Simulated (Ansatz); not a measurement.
Computed with Ansatz, DFT PBE, scalar-relativistic, plane waves, PAW. All cells share a 420 eV cutoff and Γ-centred k meshes spaced at most about 0.3 Å⁻¹ (about 0.25 or finer for metals, 2π included). No spin polarisation in the final relaxations.

Temperature and zero-point effects are left out.

Two relaxed structures of Be₃GeF₂:

1.

```
CELL_PARAMETERS angstrom
3.60180 0.00000 0.00000
0.00000 3.60180 0.00000
0.00000 0.00000 5.12848
ATOMIC_POSITIONS crystal
Be 0.50000 0.50000 0.50000
Be 0.00000 0.00000 0.50000
Be 0.50000 0.50000 0.00000
Ge 0.00000 0.00000 0.00000
F 0.50000 0.00000 0.50000
F 0.00000 0.50000 0.50000
```

2.

```
CELL_PARAMETERS angstrom
2.29217 1.32338 3.77703
-2.29217 1.32338 3.77703
0.00000 -2.64677 3.77703
ATOMIC_POSITIONS crystal
Be 0.00000 0.50000 0.00000
Be 0.50000 0.00000 0.00000
Be 0.00000 0.00000 0.50000
Ge 0.50000 0.50000 0.50000
F 0.70953 0.70953 0.70953
F 0.29047 0.29047 0.29047
```

Question: Which is lower in energy, and by how much?

Answer: Cell 2 is lower, by 242 meV/atom. Cell 1 has space group P4/mmm (No. 123), 11.1 Å³/atom and no gap on its mesh; cell 2 has space group R-3m (No. 166), 11.5 Å³/atom and no gap. The shortest distance is 1.80 Å (Be–F) in cell 1 and 1.93 Å (Be–F) in cell 2. The lower one is the more open, so pressure narrows the difference. In cell 1, around Be on its first site lie 4 F at 1.80 Å and 6 Be at 2.55–2.56 Å; around Ge lie 6 Be at 2.55–2.56 Å; F has 4 Be at 1.80 Å; 2 more sites not described. In cell 2, Be has 2 F at 1.93 Å, 2 Ge at 2.29 Å and 4 Be at 2.29 Å; Ge has 6 Be at 2.29 Å, 2 F at 2.37 Å and 6 F at 3.00 Å; F is surrounded by 3 Be at 1.93 Å, 1 Ge at 2.37 Å, 3 F at 2.82 Å and 3 Ge at 3.00 Å. Both come from invented guesses.

The zero gap of R-3m may come from the functional, which often closes small gaps, or the cell may be a true semimetal. Cells relaxed within their symmetry can be saddle points.
